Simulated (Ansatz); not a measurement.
Data:

NbCuN₂:
```cif
data_CuN2Nb
_chemical_formula_sum 'Nb1 Cu1 N2'
_space_group_name_H-M_alt 'P 1'
_space_group_IT_number 1
_cell_length_a 6.06003
_cell_length_b 6.06003
_cell_length_c 6.06003
_cell_angle_alpha 30.079
_cell_angle_beta 30.079
_cell_angle_gamma 30.079
loop_
_space_group_symop_operation_xyz
  'x, y, z'
loop_
_atom_site_label
_atom_site_type_symbol
_atom_site_fract_x
_atom_site_fract_y
_atom_site_fract_z
_atom_site_occupancy
Nb1 Nb 0.50000 0.50000 0.50000 1
Cu1 Cu 0.00000 0.00000 0.00000 1
N1 N 0.10574 0.10574 0.10574 1
N2 N 0.89426 0.89426 0.89426 1
```

This is the r²SCAN-relaxed structure.

Question: All from r²SCAN (plane waves, PAW; program Ansatz), unless another level is named. Predict the gap with spin–orbit coupling.

Answer: 0.41 eV.

Question: Give the electron effective mass.

Answer: 0.15, 0.38, 1.1 mₑ (principal values).

Question: Predict the band gap.

Answer: 0.45 eV (indirect).

Question: And the valence-band maximum?

Answer: at T.

Question: And the weight of the conduction-edge state by species (Voronoi cells)?

Answer: Nb 53 %, N 33 %, Cu 14 %.

Question: Next, the conduction-band minimum?

Answer: at L (3 equivalent valleys).

Space group R-3m. The start of the workflow was typed in or built on a structure type; neither database checked (COD, Materials Project) lists it. Whether it is the stable phase at ambient conditions was not checked. The r²SCAN relaxation kept the symmetry of its start; its stability against distortions is not shown here. The workflow began spin-polarised and lost its moments. Spin–orbit coupling is left out wherever it is not named.

Potentials: the earlier of the program's two PAW sets.
